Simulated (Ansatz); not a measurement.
**Notes on SnClO**

```
Cl O Sn
1.0
     3.95092    0.00000    0.00000
     0.00000    3.95092    0.00000
     0.00000    0.00000    6.69681
Cl O Sn
2 2 2
Direct
  0.00000 0.50000 0.63500
  0.50000 0.00000 0.36500
  0.00000 0.00000 0.00000
  0.50000 0.50000 0.00000
  0.00000 0.50000 0.18000
  0.50000 0.00000 0.82000
```

Level: PBE, no spin polarisation; 420 eV; 7×7×4 Γ-centred mesh; cold occupations (width 0.0311 eV); Ansatz 0.2.0, fixed geometry.

Task: What is the formation energy?

Result: -0.96 eV an atom against the elements' usual phases (free molecules for gases, crystals otherwise, with no correction for O₂ or N₂), so it is bound against them; other compounds may still compete. Relaxing would lower it.

Task: What happens at the Fermi level?

Result: It is a metal, with about 3.7 states/eV a cell as the mean within 0.25 eV of the Fermi level, mostly Sn s (35 %), Cl p (29 %) and O p (26 %).

Task: How is the charge shared?

Result: Bader charges in e: Sn +1.74, Cl -0.61, O -1.13. In the mean Sn gives up most and O takes most.

Task: Where is the largest force?

Result: The largest is on Sn5 (and as large on other atoms): 0.99 eV/Å, components (0.00, 0.00, -0.99). It makes 59° with the line to a nearest neighbour, O3 at 2.31 Å.

Task: Is the cell too large or too small?

Result: The pressure is -2.4 GPa (compression positive), so with the atoms held at these fractions the cell would first shrink; the forces are large, so a full relaxation may end otherwise. The principal stresses -4.2, -4.2, 1.2 GPa differ, so its shape would change too.

Origin: a known structure type with other elements, at an estimated volume, so it need not be a known compound. Caveats: many states at the Fermi level without spin polarisation, so a magnetic state may lie lower.
